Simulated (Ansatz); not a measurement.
Relaxing a structure of Rh

The start is a randomly generated symmetric cell of Rh (space group No. 166). The cell and all atomic positions are relaxed at zero pressure with PBE (plane waves to 420 eV, PAW, scalar-relativistic; Ansatz, a first-principles code). The first steps use a coarse 11×11×11 k-mesh.

Input geometry:
```
CELL_PARAMETERS angstrom
      1.72208     0.99424     4.14462
     -1.72208     0.99424     4.14462
      0.00000    -1.98848     4.14462
ATOMIC_POSITIONS crystal
  Rh 0.00000 0.00000 0.00000
  Rh 0.20045 0.20045 0.20045
  Rh 0.79955 0.79955 0.79955
```

### Question
How large is the pressure on the unrelaxed cell, and of which sign?

### Answer
+67.3 GPa (positive: the cell is compressed).

### Question
How much energy is released per atom?

### Answer
0.94 eV/atom.

### Question
How does the volume per atom move from start to end?

### Answer
+17.4 %, from 14.19 to 16.66 Å³/atom.

The space group stays R-3m (No. 166) (the run could not lower it), with 3 atoms in the primitive cell. Final values are on a 15×15×15 k-mesh of the relaxed cell. No spin polarisation in the result.

The run could not lower the symmetry of its start; a shaken copy of this end point relaxes with PBE to Fm-3m (No. 225), 0.57 eV/atom lower.

The relaxed structure here is a generated cell of Rh: the first start was made by a random draw of sites in a space group, and the end was not matched to a known phase here, so it may be hypothetical. Known forms of Rh include space group No. 225.
